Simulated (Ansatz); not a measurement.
Given:

Rh:
```yaml
crystal:
  lattice:
    - [-1.51431, 1.51431, 1.51431]
    - [1.51431, -1.51431, 1.51431]
    - [1.51431, 1.51431, -1.51431]
  atoms:
    - { symbol: Rh, position: [0.00000, 0.00000, 0.00000] }
```

This is the PBEsol-relaxed structure.

Problem. All from the program Ansatz at the PBEsol level (PAW), unless another level is named. Estimate the bulk modulus (Birch–Murnaghan fit).

Solution. 2690 kbar.

Problem. Next, the elastic constants (relaxed ions, GPa)?

Solution. C11 = 64.0, C12 = 372, C44 = 164.

Space group Im-3m (bcc (W type)). The start of the workflow was typed in or built on a structure type; the Crystallography Open Database copy checked does not list it. It is not the phase usual at ambient conditions (space group No. 225). The PBEsol relaxation kept the symmetry of its start. At this level the phase is mechanically unstable. No spin polarisation was allowed. As this level gives no gap, shear constants depend on the k-mesh and smearing (Fermi–Dirac, 0.1 eV here). On the denser mesh and wider smearing of the elastic run this cell carries a stress of 0.5 GPa.

Potentials: the later of the program's two PAW sets.
